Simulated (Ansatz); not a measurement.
OsCl4 in space group Cmmm (No. 65; Cl on 4j, Os on 2a, Cl on 4g), DFT-PBE in the program Ansatz with PAW potentials, all energies at zero smearing, with the estimated change up to a 700 eV cutoff added, with one set of potentials and settings (totals compare only within such a set). Cell of 5 atoms (4 Cl, 1 Os): -15704.242 eV.

```tsv
element	reference phase	E (eV/atom)
Cl	Cmce, 4 atoms in the cell	-1079.4982
Os	P6_3/mmc, 2 atoms in the cell	-11384.5491
```

Formation energy per atom, worked out: (-15704.242 − 4×(-1079.4982) − 1×(-11384.5491))/5 = -0.340 eV/atom (-33 kJ per mol of atoms), at 0 K, without zero-point energy or fitted corrections.

The workflow started from an entry of the Crystallography Open Database (COD). Whether it is the stable phase at ambient conditions was not checked. The cell was relaxed with PBE under the symmetry of its start; whether a distortion lowers the energy is not shown. The run is not spin-polarised. A crystal of weakly bound chains computed without a dispersion correction: the cell and the soft elastic constants depend strongly on that. The references are the lowest solids computed at this level, not always the standard phases (solids in place of the gases). Spin–orbit coupling is left out wherever it is not named.

Potentials: the later of the program's two PAW sets.
